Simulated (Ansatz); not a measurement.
**Field gradients of SnO2 with nitrogen replacing O from run to run**

Cell of run 1: a supercell of SnO2 (rutile type, P4_2/mnm) built from a refined structure from the COD, with all atoms left at the host's positions.

```cif
data_Sn8NO15
_symmetry_space_group_name_H-M 'Fmm2'
_symmetry_Int_Tables_number 42
_cell_length_a 6.3730
_cell_length_b 13.4011
_cell_length_c 13.4011
_cell_angle_alpha 90.000
_cell_angle_beta 90.000
_cell_angle_gamma 90.000
loop_
_atom_site_label
_atom_site_type_symbol
_atom_site_symmetry_multiplicity
_atom_site_Wyckoff_symbol
_atom_site_fract_x
_atom_site_fract_y
_atom_site_fract_z
Sn1 Sn 4 a 0.0000 0.0000 0.0000
Sn2 Sn 4 a 0.5000 0.0000 0.0000
Sn3 Sn 8 c 0.0000 0.7500 0.7500
Sn5 Sn 8 d 0.7500 0.0000 0.7500
Sn7 Sn 8 b 0.7500 0.2500 0.0000
N N 4 a 0.0000 0.0000 0.8465
O10 O 4 a 0.5000 0.0000 0.8465
O11 O 8 c 0.0000 0.7500 0.5965
O13 O 16 e 0.7500 0.8465 0.7500
O15 O 16 e 0.7500 0.0964 0.0000
O17 O 4 a 0.0000 0.0000 0.6536
O18 O 4 a 0.5000 0.0000 0.6536
O19 O 8 c 0.5000 0.7500 0.9036
```

One atom of each set is listed; the run and its k-mesh use a cell of 24 atoms with edges of 7.42, 7.42, 7.42 Å.

Relaxed positions (PBE, cell held):

Sn1 (0.0000, 0.0000, 0.0029)
Sn2 (0.5000, 0.0000, 0.9984)
Sn3 (0.0000, 0.7493, 0.7497)
Sn5 (0.7498, 0.0000, 0.7489)
Sn7 (0.7500, 0.2500, 0.0000)
N (0.0000, 0.0000, 0.8489)
O10 (0.5000, 0.0000, 0.8464)
O11 (0.0000, 0.7487, 0.5973)
O13 (0.7510, 0.8470, 0.7497)
O15 (0.7491, 0.0978, 0.0011)
O17 (0.0000, 0.0000, 0.6505)
O18 (0.5000, 0.0000, 0.6533)
O19 (0.5000, 0.7493, 0.9024)

All runs are DFT with Ansatz 0.2.0 (plane waves and PAW, scalar-relativistic unless spin–orbit coupling is named, Γ-centred meshes, Fermi–Dirac smearing where given) in this cell. Start moments of run 1 as typed (μB): 1 on each N, none on the rest.

Run 1: PBE, with a start moment, atoms at the host's positions; 420 eV, 4×4×4 k-points, smearing 0.01 eV.
Run 2: PBE, with a start moment, atoms relaxed; 420 eV, 4×4×4 k-points, smearing 0.01 eV.
Run 3: r2SCAN, with a start moment, at the relaxed atoms; 500 eV, 4×4×4 k-points, smearing 0.01 eV.

| run | Sn1 V_zz (η) | Sn5 V_zz (η) | Sn7 V_zz (η) | N V_zz (η) | absolute moment (μB) |
| --- | --- | --- | --- | --- | --- |
| 1 | 9.01 (0.47) | -9.56 (0.02) | 5.54 (0.95) | 7.67 (0.06) | 1.1 |

The results of the other runs, out of order. V_zz in 10²¹ V/m²; 4 of the 13 sets of like atoms are followed.

```csv
result,Sn1 V_zz (η),Sn5 V_zz (η),Sn7 V_zz (η),N V_zz (η),absolute moment (μB)
A,9.61 (0.87),-7.59 (0.36),6.08 (0.22),8.31 (0.12),1.1
B,9.66 (0.88),-7.79 (0.34),6.12 (0.24),7.56 (0.16),1.1
```

Task: Which result belongs to which run?

Result: A is run 3, B is run 2. Taken one at a time, the positions of the atoms (as given or relaxed) move the tensors on these sites by up to 2.46 (largest principal value of the change, on Sn1), the functional (r2SCAN with its higher cutoff) by 0.75 (N).

The defect repeats with the cell of 24 atoms, so it feels its images: sites between two images don't show the values beside a lone defect, and zeros or small values of η there can come from the images' arrangement. Sn carries a gradient in the pure host already, so the values there aren't the defect's effect alone. Without spin–orbit coupling (the program notes it for Sn) the gradients can shift somewhat, as the gap is small. The relaxation keeps the site symmetry mm2 of the start, so the impurity can move only along its axis; a start off the site could end lower. Without spin–orbit coupling (the program notes it for Sn) the gradients are little affected as a rule: paired runs on crystals with a gap mostly move them by under 2 % at such atoms. With these PAW files V_zz is typically within 2 to 3 % of all-electron values, but misses above 10 % occur on Sn. In run 3 the program didn't check the stability of the electronic state in full, so a lower one may lie near. In run 1 the atoms aren't at the calculated equilibrium (largest force 0.85 eV/Å). The cell keeps the host's lattice, at a calculated pressure of 13, 13, 5 GPa in runs 1, 2, 3.
